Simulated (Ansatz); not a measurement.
**Metals for microwave surfaces, plasmonics and heat sinking**

Candidates compared on computed values. Surface loss at microwave frequencies, Drude damping in the near infrared and electronic heat conduction all follow from the resistivity and the plasma energy of a metal.

The reference row is bcc W. Frequency 30 GHz, photon energy 1.2 eV, T = 300 K, Lorenz number 2.44×10⁻⁸ WΩ/K². All rows are cubic metals, run without spin polarisation.

Data:

Methods, by column (Ansatz, a plane-wave PAW program): resistivity, plasma energy, N(E_F): LDA, Boltzmann equation with harmonic phonons, 300 K, mean over directions.

Definitions used: R_s = √(πfμ₀ρ) = 6.283 mΩ × √(f ρ); ħγ = ħε₀ω_p²ρ = 0.1345 meV × (ħω_p)² ρ; quality = ω/γ; κ_e = L₀T/ρ = 732/ρ.

```tsv
crystal	ρ (μΩ·cm)	ħω_p (eV)	N(E_F) (states/eV/atom)	surface resistance (mΩ)	damping ħγ (meV)	Drude quality	electronic κ (W/(m·K))
fcc Cu	1.6	9.3	0.29	44	18.6	65	460
fcc Ag	1.6	9.4	0.26	44	19.0	63	460
bcc W, reference	5.0	8.2	0.45	77	45.2	27	150
bcc Mo	5.3	9.1	0.58	79	59.0	20	140
```

Spin–orbit coupling is left out unless named.

Worked example:

For fcc Cu, step by step:

1. R_s = 6.283 × √(30 × 1.6) = 44 mΩ
2. ħγ = 0.1345 × 9.3² × 1.6 = 18.6 meV
3. Drude quality: 1200/18.6 = 65
4. κ_e = 732/1.6 = 460 W/(m·K)

Arithmetic for bcc W:

- R_s = 6.283 × √(30 × 5.0) = 77 mΩ
- ħγ = 0.1345 × 8.2² × 5.0 = 45.2 meV
- Drude quality: 1200/45.2 = 27
- κ_e = 732/5.0 = 150 W/(m·K)

Result:

Ranking by Drude quality, highest first: fcc Cu (65 ± 12) ≈ fcc Ag (63 ± 12), bcc W (27 ± 5.0), bcc Mo (20 ± 3.8). The ± follows from allowances picked for this note (resistivity 12 %, plasma energy 4 %, 12 % for the model), carried to first order and added in quadrature; ≈ joins neighbours closer than their two ± added in quadrature. 2 of the 3 others clearly beat the reference on this figure.

Wanted are high Drude quality and high plasma energy; no other row betters these on both counts: fcc Ag (63, 9.4); fcc Cu (65, 9.3). The reference is off the front.

Caveats:

Only phonon scattering is included, so films lose more. Interband absorption, often the larger optical loss, is outside the Drude quality. Resistivities move by up to 12 % from half the mesh. The rows are a sample of cubic metals; oxides, V to Ni (no spin in these runs) and Tl, Pb, Bi were not drawn. Limits of the draw: cubic metals without O, V to Ni, Tl, Pb or Bi. As a rule kept out of such tables: 4f compounds, open-shell compounds run without a Hubbard term, cells found unstable in the tests at hand, cells close to a higher symmetry, and runs set to a pressure or over 12 % in volume from the crystal's fullest run.
